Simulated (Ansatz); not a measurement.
The calculation used Ansatz, DFT PBE, scalar-relativistic, plane waves, PAW, and for the lanthanide a 4f-in-core norm-conserving potential. Settings: cutoff 770 eV, Γ-centred meshes spaced at most about 0.3 Å⁻¹, and about 0.25 Å⁻¹ or finer for metals (2π included), Gaussian smearing. No spin polarisation in the final relaxations.

These are static total energies at zero pressure. All come from trial cells, and lower structures may exist.

Task: These unrelaxed guesses for ErNb₂ are each relaxed within their symmetry. Order them by the energy at which they end, lowest first.
A.

Space group P-3m1 (No. 164). a = 3.125 Å, b = 3.125 Å, c = 5.713 Å, α = 90.00°, β = 90.00°, γ = 120.00°
```csv
atom,site,symmetry,x,y,z
Er,1a,-3m.,0.0000,0.0000,0.0000
Nb,2d,3m.,0.3333,0.6667,0.2500
```

B.

Space group P6/mmm (No. 191). a = 3.823 Å, b = 3.823 Å, c = 4.287 Å, α = 90.00°, β = 90.00°, γ = 120.00°
| atom | site | symmetry | x | y | z |
| --- | --- | --- | --- | --- | --- |
| Er | 1a | 6/mmm | 0.0000 | 0.0000 | 0.0000 |
| Nb | 2d | -6m2 | 0.3333 | 0.6667 | 0.5000 |

Result: B (ends in P6/mmm, 0 meV/atom), A (ends in P-3m1, 80 meV/atom). Even the lowest end lies +0.28 eV/atom against the elements.

Cells relaxed within their symmetry can be saddle points. Some structure types and database cells were kept out of the candidates from the start, so a known form may be missing.

The lanthanide is trivalent by construction, without f bands, f moments or other valences. The reference runs of the other elements, and any phases without the lanthanide, used 420 eV, which shifts energies against them by under 10 meV/atom. The lanthanide's reference is the lowest of its hcp, dhcp and fcc cells.
